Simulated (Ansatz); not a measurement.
SiNi$_{3}$Mo$_{2}$ in space group P6_3/mmc (No. 194; Si on 2a, Ni on 6h, Mo on 4f), the program Ansatz at the r²SCAN level (PAW), all energies at zero smearing, with the estimated change up to a 700 eV cutoff added, with one set of potentials and settings (totals compare only within such a set). Cell of 12 atoms (2 Si, 6 Ni, 4 Mo): -56224.419 eV.

```csv
element,reference phase,E (eV/atom)
Si,"Fd-3m, 2 atoms in the cell",-639.0667
Ni,"Fm-3m, 1 atoms in the cell, spin-polarised",-5845.2912
Mo,"Im-3m, 1 atoms in the cell",-4967.5975
```

Formation energy per atom, worked out: (-56224.419 − 2×(-639.0667) − 6×(-5845.2912) − 4×(-4967.5975))/12 = -0.346 eV/atom (-33 kJ per mol of atoms), at 0 K, without zero-point energy or fitted corrections.

The first step of the workflow began from a Materials Project structure, measured or hypothetical; the Crystallography Open Database copy checked does not list it. Its standing as an ambient phase is unchecked. Symmetry was held in the r²SCAN relaxation; its stability against distortions is not shown here. Spin order of the final state: ferromagnetic, the only order run, not a proven ground state. Other orbital occupations within this spin state were not tried. The references are the lowest solids computed at this level, not always the standard phases.

Potentials: the later of the program's two PAW sets.
